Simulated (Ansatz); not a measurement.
Here is the system:

Relaxed TiN (rock salt):

```
CELL_PARAMETERS angstrom
      0.00000     2.11666     2.11666
      2.11666     0.00000     2.11666
      2.11666     2.11666     0.00000
ATOMIC_POSITIONS crystal
  N  0.00000 0.00000 0.00000
  Ti 0.50000 0.50000 0.50000
```

In each cell atom 2 (Ti, nearest neighbour N at 2.117 Å; its periodic images, 3.0 Å or more away, move with it) moves by s·(1.000, 0.000, 0.000) (along Cartesian x), the rest being held.

Calculation: r2SCAN (plane waves to 500 eV, PAW, scalar-relativistic; Ansatz, a quantum-chemistry and plane-wave program). k mesh 15×15×15 (Γ-centred), Fermi-Dirac smearing 0.05 eV. E stands for the smeared free energy. Left out: 4 of 11 points, with atoms too close for the PAW data. With partly filled bands, energies and forces of such displacements shift with the k mesh and the smearing. The PAW data are Ansatz's earlier set. TiN is run without spin polarisation. TiN was relaxed with its symmetry unable to fall. The zero of ΔE is the undisplaced structure.

The scan covers s from -0.378 to 0.378 Å in 7 points.

Is the energy the same for equal positive and negative displacements?

Even: the same for both signs. With its periodic images moving along, the atom's site symmetry in this cell is m-3m.

What force acts on the atom along the line at s = -0.378 Å?

5.39 eV/Å.

What is the force constant k = d²E/ds² of this move at s = 0?

10.7 eV/Å².

With two atoms in the cell this is the zone-centre optical mode. What wavenumber follows?

519 cm⁻¹.

(A displaced cell: forces are minus the slopes of the energy, force constants its curvatures, and phonons follow from these.)
